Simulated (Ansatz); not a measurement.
Levels of theory for In2BAs3 (ordering on zincblende)

All numbers come from Ansatz 0.2.0. Values at 0 K without nuclear motion; no magnetic order is allowed, and the phase may be a hypothetical one.

Structure: an ordered 6-atom cell of In2BAs3 on the zincblende lattice (P3m1), at its r2SCAN minimum. B has 4 As at 2.05–2.41 Å; In has 4 As at 2.57–2.63 Å; In has 4 As at 2.56–2.59 Å; As has 3 B at 2.41 Å and 1 In at 2.63 Å; As has 4 In at 2.57–2.59 Å; As has 1 B at 2.05 Å and 3 In at 2.56 Å.

Space group P3m1 (No. 156). a = 4.031 Å, b = 4.031 Å, c = 10.054 Å, α = 90.00°, β = 90.00°, γ = 120.00°
```tsv
atom	site	symmetry	x	y	z
B	1a	3m.	0.0000	0.0000	0.0084
In	1c	3m.	0.6667	0.3333	0.6856
In	1b	3m.	0.3333	0.6667	0.3193
As	1c	3m.	0.6667	0.3333	0.9469
As	1b	3m.	0.3333	0.6667	0.5774
As	1a	3m.	0.0000	0.0000	0.2124
```

Relaxed lattice by functional, symmetry kept:

| functional | k mesh | a (Å) | c (Å) | volume (Å³/atom) |
| --- | --- | --- | --- | --- |
| PBE | 12×12×4 | 4.066 | 10.164 | 24.25 |
| r2SCAN | 6×6×2 | 4.031 | 10.054 | 23.57 |

Band edges at fixed r2SCAN geometry:
```
  level   k mesh             gap (eV)  kind  edges  least direct gap (eV)       rough cost
    PBE  12×12×4  none (overlap 0.27)     –      –                      –  60 core-seconds
PBE+SOC  12×12×4  none (overlap 0.08)     –      –                      –   6 core-minutes
 r2SCAN  12×12×4  none (overlap 0.28)     –      –                      –  90 core-seconds
```
All runs use a smearing of 0.02 eV.
Wave cutoffs: 420 eV, 500 eV (r2SCAN).
Costs come from shared machines and give only the order; PBE's includes the band path. The runs had 4 threads of Arm Neoverse V2, on a shared host.

r2SCAN gives no gap: the lowest nominally empty band dips 0.28 eV below the top of the last filled one (its bottom at A, the top at Γ), so the cell is a metal or semimetal at this level. PBE+SOC gives no gap: the lowest nominally empty band dips 0.08 eV below the top of the last filled one (its bottom at A, the top at k = (0, 0.083, 1/4)), so the cell is a metal or semimetal at this level.

No level opens a gap, but no hybrid is among them, and semilocal functionals can close a real gap.

Only the levels marked +SOC include spin-orbit coupling.

Coordinates of k points refer to the reciprocal vectors of the primitive cell of the runs.
